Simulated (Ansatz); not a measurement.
# BaSn$_{5}$: pressure against volume

BaSn$_{5}$, P6/mmm, a = 5.397 Å, c = 7.235 Å. The structure is a Materials Project entry; whether it is the stable form wasn't checked. Ansatz: r2SCAN, PAW, 500 eV, Γ-centred 9×9×6 mesh on 6 atoms, Gaussian smearing 0.10 eV; no spin polarisation. Shape and atoms are relaxed at each volume; pressure is positive in compression.

| V (Å³/atom) | P (GPa) |
| --- | --- |
| 28.589 | 2.72 |
| 29.501 | 1.25 |
| 30.413 | 0.00 |
| 31.326 | -1.08 |
| 32.238 | ? |

Take V0 = 30.413 Å³/atom, fit the third-order Birch–Murnaghan form to the other rows, and predict the missing pressure.

With the Eulerian strain f = ½[(V0/V)^(2/3) − 1] and y = P/[3f(1 + 2f)^(5/2)], the form is the line y = B0 + 1.5 B0 (B0′ − 4) f. Rows (f, y): 0.02105, 38.9; 0.01025, 38.6; -0.00976, 38.7. Means f = 0.007180, y = 38.733; Σ(Δf)² = 0.0004888, ΣΔfΔy = 0.002467; the slope is their ratio. y = 38.70 + 5.047 f GPa, so B0 = 38.7 GPa and B0′ = 4 + 2 × (5.047)/(3 × 38.70) = 4.09. At V = 32.238, f = -0.01905, y = 38.60 and P = -2.00 GPa. The run gave -1.98 GPa, so the fit is 0.02 GPa too low, a small miss on the scale of the series. The form still works here, 33 % of the fitted range beyond its end.